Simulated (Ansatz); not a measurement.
## ZnCd₂Se₃: start and end of a relaxation

Recipe of this trial structure of ZnCd₂Se₃: random cell by space group and Wyckoff sites (P-3m1, No. 164). Lengths were set from tabulated atomic sizes, so they are only a guess.

POSCAR.start

```
Zn Cd Se
1.0
     6.71833    0.00000    0.00000
    -3.35916    5.81824    0.00000
     0.00000    0.00000    4.35649
Zn Cd Se
1 2 3
Direct
  0.00000 0.00000 0.50000
  0.33333 0.66667 0.64503
  0.66667 0.33333 0.35497
  0.50000 0.00000 0.50000
  0.00000 0.50000 0.50000
  0.50000 0.50000 0.50000
```

These are results of DFT PBE, scalar-relativistic, plane waves, PAW (Ansatz), not measurements. Cutoff 420 eV, Gaussian smearing, Γ-centred meshes. Cell and atoms relax first on a coarse mesh and then on a finer one. In between, the cell is made exact in the group found at 0.06 Å. In metals the finer mesh still leaves noise of several meV/atom or more. The steps can't lower the symmetry of their start. No spin polarisation.

POSCAR.end

```
Zn Cd Se
1.0
     6.98700    0.00000    0.00000
    -3.49350    6.05092    0.00000
     0.00000    0.00000    3.93044
Zn Cd Se
1 2 3
Direct
  0.00000 0.00000 0.50000
  0.33333 0.66667 0.00000
  0.66667 0.33333 0.00000
  0.50000 0.00000 0.50000
  0.00000 0.50000 0.50000
  0.50000 0.50000 0.50000
```

The symmetry goes from P-3m1 (No. 164) to P6/mmm (No. 191). The volume per atom shrinks by 2.4 %, from 28.4 to 27.7 Å³. The shortest distance goes from 2.04 Å (Cd–Se) to 2.82 Å (Cd–Se). The energy falls by about 2.3 eV/atom (the start's value is from the coarse mesh). The end is written in a standard setting, so origin, axes and order of atoms can differ from the start's.

| Property | Result |
| --- | --- |
| Volume per atom | 27.70 Å³ |
| Density | 5.27 g/cm³ |
| Energy over the elements | +0.11 eV/atom |
| Gap on the 6×6×10 mesh of the 6-atom cell | 0 eV (a metal) |

Energies over the elements count from the elements' standard structures at the same level, with no fitted energy shifts. The separate elements lie lower, so it is unstable against them.

The last run used Gaussian smearing of 0.10 eV. The cell is a metal run without spin; a magnetic state may lie lower. The reference form of Se is held partly by dispersion forces, which this level lacks. A structure relaxed within its symmetry needn't be a true minimum. In all, the 3 runs took 6.6 min on 1 thread of Intel(R) Xeon(R) Processor @ 2.50GHz (Skylake/Cascade Lake), with other jobs on the host. Another cell of ZnCd2Se3 relaxed alike, in P-3m1, lies 0.56 eV/atom lower, so this cell isn't the stable form at this level.
